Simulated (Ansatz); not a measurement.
# PbO (P4/nmm), two-dimensional strain map

Theory: DFT PBE+D3(BJ), scalar-relativistic, plane waves, PAW in Ansatz 0.2.0. Cutoff 420 eV, Γ-centred 8×8×6 k-points, Gaussian smearing of 0.05 eV. Spin–orbit coupling is left out, which can shift energies with elements as heavy as these. No spin polarisation. Energies are free energies at this smearing, counted from the undisturbed cell; pressure is positive in compression.

Reference structure (as given, not relaxed at this level; it stands at 2.9 GPa):

```xyz
4
Lattice="3.9744 0.0000 0.0000 0.0000 3.9744 0.0000 0.0000 0.0000 5.0220" Properties=species:S:1:pos:R:3 pbc="T T T"
Pb    0.0000    1.9872    1.1807
Pb    1.9872    0.0000    3.8413
O     0.0000    0.0000    0.0000
O     1.9872    1.9872    0.0000
```

The cell is strained by p along both x and y and by q along z, fractional coordinates fixed. Points are written (p, q).

Energy above the undisturbed cell in meV/atom (a dash: not computed):

```
 p \ q  -0.050  0.000  0.050
-0.050   200.6      ?   70.1
 0.000    29.4    0.0    0.4
 0.050     7.8      ?   49.0
```

(1) Fill in the withheld energies.

Answers

(1) (-0.050, 0.000): 115.4; (0.050, 0.000): 17.4.